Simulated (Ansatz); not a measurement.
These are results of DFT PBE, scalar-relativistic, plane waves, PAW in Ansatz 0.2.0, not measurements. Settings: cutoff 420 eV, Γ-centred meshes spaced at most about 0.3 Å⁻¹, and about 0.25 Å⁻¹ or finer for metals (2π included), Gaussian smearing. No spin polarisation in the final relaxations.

Temperature and zero-point effects are left out. All come from trial cells, and lower structures may exist.

Problem. Order these relaxed structures of Ba3B2 by energy, lowest first, with the energy over the lowest of them.
1.

```
CELL_PARAMETERS angstrom
5.67466 0.00000 0.00000
0.00000 5.67466 0.00000
0.00000 0.00000 5.67466
ATOMIC_POSITIONS crystal
Ba 0.50000 0.00000 0.00000
Ba 0.00000 0.50000 0.00000
Ba 0.00000 0.00000 0.50000
B 0.00000 0.00000 0.00000
B 0.50000 0.50000 0.50000
```

2.

```
CELL_PARAMETERS angstrom
4.64910 0.00000 0.00000
-2.32455 4.02624 0.00000
0.00000 0.00000 8.53671
ATOMIC_POSITIONS crystal
Ba 0.66667 0.33333 0.20358
Ba 0.66667 0.33333 0.79642
Ba 0.00000 0.00000 0.50000
B 0.00000 0.00000 0.00000
B 0.33333 0.66667 0.50000
```

Solution. 2 (0 meV/atom), 1 (182 meV/atom). Forms: 2 P-6m2; 1 Pm-3m. Counting B atoms around Ba (those within 1.25 times the shortest such distance or 1.15 times the sum of covalent radii, 1.27 where that leaves under three; a plus sign parts nearer from farther groups; a slash parts the counts of unlike sites): cell 2 has Ba 3/3+3; cell 1 has Ba 2. Even the lowest lies +0.92 eV/atom against the elements.

A magnetic state wasn't ruled out in cells without spin, among them Pm-3m. Cells relaxed within their symmetry can be saddle points. Some structure types and database cells were kept out of the candidates from the start, so a known form may be missing.
